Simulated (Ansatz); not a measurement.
Level of theory: DFT, PBE, scalar-relativistic, collinear spin; plane waves to 420 eV with PAW datasets (Ansatz 0.2.0), 8×8×8 k-mesh, Gaussian smearing of 0.05 eV. The datasets are Ansatz's generated set soft_2.

A compound XMn3 has these computed properties.

```
Space group                                           : Pm-3m (No. 221)
Conventional cell                                     : a = 4.107 Å, b = 4.107 Å, c = 4.107 Å, α = 90.00°, β = 90.00°, γ = 90.00°
Volume                                                : 17.32 Å³/atom
Band gap                                              : zero (metallic)
Density of states at the Fermi level                  : about 0.7 states/(eV·atom)
Magnetic state                                        : ferromagnetic
Site spin moments                                     : X -0.16; Mn 3.32 μB
Spin moment of the cell                               : 9.86 μB
Bader charges                                         : X 1.15; Mn -0.38 e
Formation energy from the elements (0 K, uncorrected) : 0.39 eV/atom (unstable against the elements)
Bulk modulus (Birch–Murnaghan)                        : 83 GPa
```

Sites: X on 1a, Mn on 3c.

**Question.** Which element is X?
A. Y
B. Zr
C. Nb
D. Rb

**Answer.** A. X is Y, so the compound is YMn3.

This is a trial structure made by placing the elements on a prototype's sites, so it needn't be the stable form.

Site moments are of spin, integrated over atomic spheres.
